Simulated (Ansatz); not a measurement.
**Relaxing a structure of ZrO₂**

The start is a generated trial cell of ZrO2 in the tetragonal-ZrO2 structure type. Cell shape, volume and atoms are optimised at zero target pressure with PBE (plane waves to 420 eV, PAW, scalar-relativistic; Ansatz, an electronic-structure program). First-step values are on the input's coarse k-mesh.

Ansatz input (later rounds restart from its end on a renewed k-mesh):
Ansatz 0.2 input:
```yaml
crystal:
  lattice:
    - [3.6, 0, 0]
    - [0, 3.6, 0]
    - [0, 0, 5.18]
  atoms:
    - { symbol: Zr, position: [0, 0, 0] }
    - { symbol: Zr, position: [0.5, 0.5, 0.5] }
    - { symbol: O, position: [0, 0.5, 0.2033] }
    - { symbol: O, position: [0, 0.5, 0.7033] }
    - { symbol: O, position: [0.5, 0, 0.2967] }
    - { symbol: O, position: [0.5, 0, 0.7967] }
basis: { ecutwfc: 420, ecutrho_ratio: 4, xc_grid: 2, fft_grid_basis: typed }
kpoints: { mp_grid: { grid: [7, 7, 5] } }
hamiltonian:
  xc: pbe
  dispersion: none
  pseudopotentials: { kind: paw }
scf: { occupations: { method: fermi_dirac, width: 0.05 } }
relax: { f_tol: 0.01, max_steps: 100, cell: { stress_tol: 0.02 } }
output: { forces: true, stress: true }
```

Q: What is the largest force in the starting geometry, and on which atom (counted from 1)?

A: 0.06 eV/Å, on O3, O4, O5, O6 (atoms numbered as listed).

Q: How much energy is released per atom?

A: 0.006 eV/atom.

Q: How does the volume per atom move from start to end?

A: +3.2 %, from 11.19 to 11.54 Å³/atom.

Q: How do the shortest distances between atoms change?

A: The closest pairs of elements (up to four, under 3.6 Å), start → end: O–Zr 2.09 → 2.08 Å; O–O 2.59 → 2.63 Å.

Q: Is the relaxed structure metallic? Give its gap.

A: 4.04 eV, indirect (valence top at k = (0.2222, 0.2222, 0), conduction bottom at Γ) (no spin-orbit coupling).

Q: Give the final cell and atomic positions.

A: 
```cif
data_O4Zr2
_chemical_formula_sum 'Zr2 O4'
_space_group_name_H-M_alt 'P42/nmc :1'
_space_group_IT_number 137
_space_group_name_Hall 'P 4n 2n -1n'
_cell_length_a 3.62105
_cell_length_b 3.62105
_cell_length_c 5.28254
_cell_angle_alpha 90.000
_cell_angle_beta 90.000
_cell_angle_gamma 90.000
loop_
_space_group_symop_operation_xyz
  'x, y, z'
  '-y+1/2, x+1/2, z+1/2'
  '-x, -y, z'
  'y+1/2, -x+1/2, z+1/2'
  'x+1/2, -y+1/2, -z+1/2'
  '-y, -x, -z'
  '-x+1/2, y+1/2, -z+1/2'
  'y, x, -z'
  '-x+1/2, -y+1/2, -z+1/2'
  'y, -x, -z'
  'x+1/2, y+1/2, -z+1/2'
  '-y, x, -z'
  '-x, y, z'
  'y+1/2, x+1/2, z+1/2'
  'x, -y, z'
  '-y+1/2, -x+1/2, z+1/2'
loop_
_atom_site_label
_atom_site_type_symbol
_atom_site_symmetry_multiplicity
_atom_site_Wyckoff_symbol
_atom_site_fract_x
_atom_site_fract_y
_atom_site_fract_z
_atom_site_occupancy
Zr1 Zr 2 a 0.00000 0.00000 0.00000 1
O1 O 4 d 0.00000 0.50000 0.19279 1
```

The space group stays P4₂/nmc (No. 137) (the run could not lower it), with 6 atoms in the primitive cell. Final values are on a 9×9×6 k-mesh of the relaxed cell. No spin polarisation in the result.

The run could not lose the symmetry of its start; a randomly shaken copy of 6 atoms returns to this structure.
